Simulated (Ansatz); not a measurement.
Given:

Ta₅Ga₃B:
```cif
data_B2Ga6Ta10
_chemical_formula_sum 'Ta10 Ga6 B2'
_space_group_name_H-M_alt 'P63/mcm'
_space_group_IT_number 193
_space_group_name_Hall '-P 6c 2'
_cell_length_a 7.73380
_cell_length_b 7.73380
_cell_length_c 5.30723
_cell_angle_alpha 90.000
_cell_angle_beta 90.000
_cell_angle_gamma 120.000
loop_
_atom_site_label
_atom_site_type_symbol
_atom_site_symmetry_multiplicity
_atom_site_Wyckoff_symbol
_atom_site_fract_x
_atom_site_fract_y
_atom_site_fract_z
_atom_site_occupancy
Ta1 Ta 6 g 0.24278 0.24278 0.75000 1
Ta2 Ta 4 d 0.33333 0.66667 0.00000 1
Ga1 Ga 6 g 0.40187 0.40187 0.25000 1
B1 B 2 b 0.00000 0.00000 0.00000 1
```

This is the r²SCAN-relaxed structure.

**Question.** All from DFT-r²SCAN in the program Ansatz with PAW potentials, unless another level is named. Predict the electronic character.

**Answer.** metallic (no gap).

**Question.** And the formation energy from the elements (no fitted shifts)?

**Answer.** -0.50 eV/atom.

**Question.** Next, the density of states at the Fermi level?

**Answer.** 0.23 states/eV per atom (mean over ±0.08 eV).

Space group P6_3/mcm. The workflow started from a Materials Project entry (that database holds measured and hypothetical structures alike); the Crystallography Open Database copy checked does not list it. Whether it is the stable phase at ambient conditions was not checked. Symmetry was held in the r²SCAN relaxation; whether a distortion lowers the energy is not shown. No spin polarisation was allowed. The references are the lowest solids computed at this level, not always the standard phases. Spin–orbit coupling is left out wherever it is not named.

Potentials: the later of the program's two PAW sets.
